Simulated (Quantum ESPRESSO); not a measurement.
# Pd2Ru2MoHf2Re: input and log of a self-consistent run

A calculation, not a measurement. The program is pw.x of Quantum ESPRESSO 7.5 (plane-wave density functional theory). The cell is made up: eight metal atoms on a face-centred cubic lattice, with elements, volume, strain and displacements drawn at random and not relaxed, so it may be unstable or far from any real phase. PseudoDojo standard norm-conserving files set the functional (PBE unless stated); there is no spin polarisation or spin-orbit coupling, the Fermi-Dirac width of 0.25 eV means electrons at about 2900 K, and the masses in the input are unused placeholders. Heavy elements are run without spin-orbit coupling, which real alloys of them have. A spin test at this wide smearing found no moment, but such smearing suppresses magnetism that the real alloy may have.

Input:

```
&control calculation='scf', pseudo_dir='./dojo.nc.sr.pbe.v0_5.standard.upf', outdir='./o', disk_io='minimal', tprnfor=.true., tstress=.true. /
&system ibrav=0, nat=8, ntyp=5, nbnd=79, ecutwfc=84.00895049, nosym=.true., tot_charge=0,
 occupations='smearing', smearing='fd', degauss=0.0183746611
/
&electrons conv_thr=1.470e-08, electron_maxstep=70, mixing_beta=0.5 /
ATOMIC_SPECIES
Hf 1.0 Hf.upf
Mo 1.0 Mo.upf
Pd 1.0 Pd.upf
Re 1.0 Re.upf
Ru 1.0 Ru.upf
CELL_PARAMETERS angstrom
0.0 0.0 -4.1131
4.1131 0.0 0.0
0.0 -8.2261 0.0
ATOMIC_POSITIONS angstrom
Pd 0.0092 0.0125 0.0246
Ru 0.0237 -4.0826 -0.0126
Pd 2.0617 -2.0224 0.0317
Mo 2.0541 -6.1518 -0.0167
Hf -0.0221 -2.0347 -2.0979
Hf -0.0372 -6.2001 -2.0223
Re 2.0807 0.011 -2.0587
Ru 2.028 -4.099 -2.0368
K_POINTS automatic
6 6 3 1 1 1
```

The log is shortened where brackets say so; the opening notice, blank lines, dates and the lines on written files are dropped, and the path of the files is cut. It prints rydbergs, bohrs and kilobars, and counts compression as positive stress. Its total energy is the free energy E - TS of the whole cell.

```
     Program PWSCF v.7.5
     Parallel version (MPI & OpenMP), running on       4 processor cores
     Number of MPI processes:                 4
     Threads/MPI process:                     1
     [start-up lines left out]
     bravais-lattice index     =            0
     lattice parameter (alat)  =       7.7726  a.u.
     unit-cell volume          =     939.1374 (a.u.)^3
     number of atoms/cell      =            8
     number of atomic types    =            5
     number of electrons       =       121.00
     number of Kohn-Sham states=           79
     kinetic-energy cutoff     =      84.0090  Ry
     charge density cutoff     =     336.0358  Ry
     scf convergence threshold =      1.5E-08
     mixing beta               =       0.5000
     number of iterations used =            8  plain     mixing
     Exchange-correlation= PBE
                           (   1   4   3   4   0   0   0)
     [axes and pseudopotential details left out]
   Cartesian axes
     site n.     atom                  positions (alat units)
         1        Pd     tau(   1) = (   0.0022368   0.0030391   0.0059809  )
         2        Ru     tau(   2) = (   0.0057621  -0.9925847  -0.0030634  )
         3        Pd     tau(   3) = (   0.5012521  -0.4916973   0.0077071  )
         4        Mo     tau(   4) = (   0.4994043  -1.4956602  -0.0040602  )
         5        Hf     tau(   5) = (  -0.0053731  -0.4946877  -0.5100532  )
         6        Hf     tau(   6) = (  -0.0090443  -1.5074032  -0.4916729  )
         7        Re     tau(   7) = (   0.5058715   0.0026744  -0.5005227  )
         8        Ru     tau(   8) = (   0.4930588  -0.9965719  -0.4951983  )
     number of k points=    54  Fermi-Dirac smearing, width (Ry)=  0.0184
                       cart. coord. in units 2pi/alat
        k(    1) = (   0.0833333  -0.0833343  -0.0833333), wk =   0.0370370
        k(    2) = (   0.0833333   0.2500030  -0.0833333), wk =   0.0370370
     [further k points left out]
     Dense  grid:    97635 G-vectors     FFT dimensions: (  45,  45,  96)
     Estimated max dynamical RAM per process >     399.22 MB
     Estimated total dynamical RAM >       1.49 GB
     Initial potential from superposition of free atoms
     starting charge     120.9927, renormalised to     121.0000
     Starting wfcs are   78 randomized atomic wfcs +    1 random wfcs
     total cpu time spent up to now is        7.0 secs
     per-process dynamical memory:   311.0 Mb
     Self-consistent Calculation
     iteration #  1     ecut=    84.01 Ry     beta= 0.50
     Davidson diagonalization with overlap
     ethr =  1.00E-02,  avg # of iterations =  3.0
     total cpu time spent up to now is       25.7 secs
     total energy              =   -1475.84896915 Ry
     estimated scf accuracy    <      16.26639266 Ry
     iteration #  2     ecut=    84.01 Ry     beta= 0.50
     Davidson diagonalization with overlap
     ethr =  1.00E-02,  avg # of iterations =  3.0
     total cpu time spent up to now is       47.4 secs
     total energy              =   -1471.41344588 Ry
     estimated scf accuracy    <     182.42894398 Ry
     iteration #  3     ecut=    84.01 Ry     beta= 0.50
     Davidson diagonalization with overlap
     ethr =  1.00E-02,  avg # of iterations =  4.6
     total cpu time spent up to now is       68.2 secs
     total energy              =   -1484.02592188 Ry
     estimated scf accuracy    <      45.42147539 Ry
     iteration #  4     ecut=    84.01 Ry     beta= 0.50
     Davidson diagonalization with overlap
     ethr =  1.00E-02,  avg # of iterations =  2.1
     total cpu time spent up to now is       84.9 secs
     total energy              =   -1485.82555513 Ry
     estimated scf accuracy    <      17.62050707 Ry
     iteration #  5     ecut=    84.01 Ry     beta= 0.50
     Davidson diagonalization with overlap
     ethr =  1.00E-02,  avg # of iterations =  1.0
     total cpu time spent up to now is       98.9 secs
     total energy              =   -1486.47579036 Ry
     estimated scf accuracy    <       6.58382766 Ry
     [iterations 6 to 17 left out]
     iteration # 18     ecut=    84.01 Ry     beta= 0.50
     Davidson diagonalization with overlap
     ethr =  1.40E-09,  avg # of iterations =  1.0
     total cpu time spent up to now is      303.6 secs
     total energy              =   -1486.21074242 Ry
     estimated scf accuracy    <       0.00000063 Ry
     iteration # 19     ecut=    84.01 Ry     beta= 0.50
     Davidson diagonalization with overlap
     ethr =  5.20E-10,  avg # of iterations =  1.9
     total cpu time spent up to now is      318.6 secs
     total energy              =   -1486.21074240 Ry
     estimated scf accuracy    <       0.00000140 Ry
     iteration # 20     ecut=    84.01 Ry     beta= 0.50
     Davidson diagonalization with overlap
     ethr =  5.20E-10,  avg # of iterations =  1.1
     total cpu time spent up to now is      332.7 secs
     total energy              =   -1486.21074249 Ry
     estimated scf accuracy    <       0.00000004 Ry
     iteration # 21     ecut=    84.01 Ry     beta= 0.50
     Davidson diagonalization with overlap
     ethr =  3.09E-11,  avg # of iterations =  1.9
     total cpu time spent up to now is      348.1 secs
     total energy              =   -1486.21074250 Ry
     estimated scf accuracy    <       0.00000002 Ry
     iteration # 22     ecut=    84.01 Ry     beta= 0.50
     Davidson diagonalization with overlap
     ethr =  1.56E-11,  avg # of iterations =  1.0
     total cpu time spent up to now is      362.0 secs
     End of self-consistent calculation
     [lines on levels left out]
!    total energy              =   -1486.21074250 Ry
     estimated scf accuracy    <          7.7E-10 Ry
     smearing contrib. (-TS)   =      -0.14199836 Ry
     internal energy E=F+TS    =   -1486.06874413 Ry
     The total energy is F=E-TS. E is the sum of the following terms:
     one-electron contribution =    -397.59312558 Ry
     hartree contribution      =     264.70248971 Ry
     xc contribution           =    -264.71455695 Ry
     ewald contribution        =   -1088.46355131 Ry
     convergence has been achieved in  22 iterations
     Forces acting on atoms (cartesian axes, Ry/au):
     atom    1 type  3   force =     0.00057658   -0.00552905   -0.00545083
     atom    2 type  5   force =    -0.00126405   -0.02167767    0.00031164
     atom    3 type  3   force =    -0.00186753   -0.00176878   -0.01082999
     atom    4 type  2   force =    -0.00668722    0.00462393    0.01409720
     atom    5 type  1   force =     0.00788002   -0.02624484    0.01482974
     atom    6 type  1   force =     0.01284862    0.02656780   -0.01678733
     atom    7 type  4   force =    -0.01175725    0.03351507    0.00448667
     atom    8 type  5   force =     0.00027083   -0.00948646   -0.00065710
     Total force =     0.066458     Total SCF correction =     0.000144
     Computing stress (Cartesian axis) and pressure
          total   stress  (Ry/bohr**3)                   (kbar)     P=     -119.02
  -0.00063589  -0.00000345  -0.00000121          -93.54       -0.51       -0.18
  -0.00000345  -0.00103664  -0.00000627           -0.51     -152.50       -0.92
  -0.00000121  -0.00000627  -0.00075466           -0.18       -0.92     -111.01
     init_run     :      6.61s CPU      6.89s WALL (       1 calls)
     electrons    :    347.35s CPU    354.93s WALL (       1 calls)
     forces       :      2.90s CPU      2.90s WALL (       1 calls)
     stress       :     10.40s CPU     10.40s WALL (       1 calls)
     [timing details left out]
     PWSCF        :   6m 7.42s CPU   6m15.36s WALL
     JOB DONE.
```

In other units: free energy -20220.927 eV for the cell, pressure -11.90 GPa, largest force component 0.862 eV/Å in size. The run took 377 s of wall time with four MPI processes on a shared machine (Intel Xeon, 2023 or later, virtual cores), so the time is rough. A rerun of this cell at a higher cutoff and on a denser mesh moved values by no more than 0.008 eV in energy, 0.04 GPa in stress and 0.005 eV/Å in force, and a second program with other atomic files agreed on that cell to 2 % rms in force and 0.5 GPa in pressure.